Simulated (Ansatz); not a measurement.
Single point in Ansatz 0.2.0 with r2SCAN, no spin polarisation. Cutoff 500 eV, PAW datasets, 5×5×5 Γ-centred k mesh, fermi-dirac filling (width 0.1 eV).

Computed maps in the lattice plane spanned by a (left to right, 3.96 Å, 12 points from zero) and b (bottom to top, 7.76 Å, 24 points from zero), 105° apart, at height 0.336 along c. The fields are smooth PAW ones with compensation charges, not the true ones near nuclei.

Valence density. Digits on a logarithmic scale: 0 up to 0.03 e/Å³, each further digit a factor of 1.6, 9 from 1.3 e/Å³ up:
```
469999754323
689999864334
799999854334
799999753335
799998643335
678876433334
556654444444
445444455544
445445677754
555556999865
555568999965
555568999865
555568999655
555556776555
665445555455
876555555567
997555555689
997666666799
996566656799
865555555689
554555544566
444455444444
344555543333
356777653323
```

ELF. Ten even steps from '0' (0.00) to '9' (0.71):
```
346887532112
479889742112
599369642113
599799532123
479985432123
345543322223
333333222223
333333222223
555542222223
677642100124
777732000125
777631000136
777522001236
555422222245
333332223333
222345554322
012367775210
002577774200
013687874200
123677763210
224567653222
123444432111
123333322111
233343332111
```

Question: The cell is Zn$_{2}$As$_{3}$Os$_{2}$. Which atoms lie within 0.2 Å of this plane, and where (fractions of a and b)?

Answer: Os at (0.27, 0.87), Zn at (0.96, 0.24), Zn at (0.59, 0.53). The whole cell:
```xyz
14
Lattice="0.0000 3.9573 0.0000 7.5029 -1.9786 0.0000 -0.9565 1.9786 -8.9213" Properties=species:S:1:pos:R:3 pbc="T T T"
Os    6.2046    0.0000   -2.9968
Os    0.3418    3.9573   -5.9245
Os    4.6174    1.9786   -8.4912
Os    1.9290    1.9786   -0.4301
Zn    5.0593    0.0000   -6.1172
Zn    1.4871    3.9573   -2.8041
Zn    2.9313    1.9786   -5.8087
Zn    3.6150    1.9786   -3.1126
As   -0.6446    1.9786   -7.8091
As    7.1910    1.9786   -1.1122
As    3.6072    0.0000   -1.8087
As    2.9392    3.9573   -7.1126
As    1.3365    1.9786   -4.0872
As    5.2099    1.9786   -4.8341
```

Origin: a known structure type with other elements, at an estimated volume, so it need not be a known compound. Caveats: many states at the Fermi level without spin polarisation, so a magnetic state may lie lower; the k mesh is coarse if the cell is a metal; atoms or cell far from equilibrium.
